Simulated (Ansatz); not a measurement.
One crystal and one scan (frozen-phonon scan) at two levels, PBE (plane waves to 420 eV, PAW, scalar-relativistic; Ansatz, a program for electronic structure) and r2SCAN (plane waves to 500 eV, PAW, scalar-relativistic; Ansatz), each from its own relaxed cell and on its own mesh. The cell shown is that of PBE.

Starting cell, NaCl (rock salt):

```
NaCl
1.0
    0.00000     5.69553     5.69553
    2.84776     2.84776     5.69553
    2.84776     2.84776     0.00000
Cl Na
2 2
Direct
  0.00000   0.00000   0.00000
  0.50000   0.00000   0.00000
  0.00000   0.50000   0.50000
  0.50000   0.50000   0.50000
```

A phonon eigenvector at X = (0.5, 0.5, 0.0) is frozen into this cell: atom i moves by Q times the vector below, so Q is the largest atomic displacement, in Å. The cell is held. It is one choice among 2 degenerate patterns. (q is in reciprocal vectors of the primitive cell; the cell shown is doubled to hold the pattern.)

```csv
atom,x,y,z
Cl1,0.000,-0.748,0.000
Cl2,0.000,0.748,0.000
Na3,0.000,-1.000,0.000
Na4,0.000,1.000,0.000
```

NaCl was relaxed with its symmetry unable to fall. Both scans cover Q from -0.100 to 0.100 Å.

ΔE (meV/cell), each from the undisplaced structure of its own level:

| Q (Å) | PBE | r2SCAN |
|---|---|---|
| -0.100 | 42.8 | 53.9 |
| -0.083 | 29.2 | withheld |
| -0.067 | 18.4 | 23.2 |
| -0.050 | 10.2 | 12.9 |
| -0.033 | 4.5 | 5.7 |
| -0.017 | 1.1 | 1.4 |
| 0.000 | 0.0 | 0.0 |
| 0.017 | 1.1 | 1.4 |
| 0.033 | 4.5 | 5.7 |
| 0.050 | 10.2 | 12.9 |
| 0.067 | 18.4 | 23.2 |
| 0.083 | 29.2 | withheld |
| 0.100 | 42.8 | 53.9 |

Estimate the r2SCAN value at -0.083 from the PBE value there and the ratio of the two levels in the two nearest given rows on that side of the minimum.

At -0.067 and -0.100 the ratio r2SCAN/PBE averages 1.260, which gives 1.260 × 29.2 = 36.8 meV/cell. The calculation gives 36.8 meV/cell, +26.0 % against PBE.

(A displaced cell: forces are minus the slopes of the energy, force constants its curvatures, and phonons follow from these.)
